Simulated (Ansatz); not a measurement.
**Fields on a plane of Cu (fcc, Cu type)**

```
Cu
1.0
    0.00000     1.78838     1.78838
    1.78838     0.00000     1.78838
    1.78838     1.78838     0.00000
Cu
1
Cartesian
  0.00000   0.00000   0.00000
```

The slice is a {111} plane (indices of the conventional cell) through the point (0.000, 0.000, 0.000) (fractional), spanned by u = [100] and v = [-1 2 0] in vectors of this cell: u (2.53 Å) and v (4.38 Å, at 90° to u). It covers one period; positions are fractions (u, v).

Atoms on it: Cu at (0.00, 0.00); Cu at (0.50, 0.50).

Method: r2SCAN (plane waves to 500 eV, PAW, scalar-relativistic; Ansatz, a program for electronic structure). k mesh 22×22×22. Near the nuclei the fields are pseudised (PAW); where an atom keeps semicore shells as valence, they peak there. Cu is run without spin polarisation. Cu was relaxed with its symmetry unable to fall.

```
|xxxx+:  .-.  :+xxx|
|xxx@=.  :-:  .=@xx|
|xxx+:   -=-   :+xx|
|#*=:.  .=+=.  .:=*|
|::..   -+*+-   ..:|
|      :=+*+=:     |
|    .:-==-==-:.   |
| ..::::.. ..::::..|
|-==-:.       .:-==|
|*+=:           :=+|
|*+-   ..:::..   -+|
|+=.  .:=*#*=:.  .=|
|=-   :+xxxxx+:   -|
|-:  .=@xxxxx@=.  :|
|-.  :+xxxxxxx+:  .|
|-.  :*xxxxxxx*:  .|
|-.  :+xxxxxxx+:  .|
|-:  .=@xxxxx@=.  :|
|=-   :+xxxxx+:   -|
|+=.  .:=*#*=:.  .=|
|*+-   ..:::..   -+|
|*+=:           :=+|
|-==-:.       .:-==|
| ..::::.. ..::::..|
|    .:-==-==-:.   |
|      :=+*+=:     |
|::..   -+*+-   ..:|
|#*=:.  .=+=.  .:=*|
|xxx+:   -=-   :+xx|
|xxx@=.  :-:  .=@xx|
|xxxx+:  .-.  :+xxx|
|xxxx*:  .-.  :*xxx|
```
Scale: ten equal steps from 0.16 (start of ' ') to 0.35 (end of '@'), in the order ' .:-=+*#%@'. Values: electron localisation function (ELF). The map has 18 points along u (one character each, u = 0 at the left) and 32 along v (v = 0 in the bottom row). Points within 0.5 Å of a nucleus are blanked (x), as the pseudised field means little there.

```tsv
v \ u	0.00	0.17	0.33	0.50	0.67	0.83
0.88	x	x	5.0	9.6	5.0	x
0.75	7.3	7.9	7.9	7.3	7.9	7.9
0.62	9.6	5.0	x	x	x	5.0
0.50	8.1	x	x	x	x	x
0.38	9.6	5.0	x	x	x	5.0
0.25	7.3	7.9	7.9	7.3	7.9	7.9
0.12	x	x	5.0	9.6	5.0	x
0.00	x	x	x	8.1	x	x
```

Values: electrostatic potential energy of an electron, from the cell's mean, in eV. Points within 1 Å of a nucleus are blanked (x), as the pseudised field means little there. The zero, the cell's mean, hangs on the PAW cores.

| Item | Result |
|---|---|
| Density on the Cu–Cu line (2.53 Å) at its midpoint | 0.28 e/Å³ |
| ELF at that point | 0.22 |
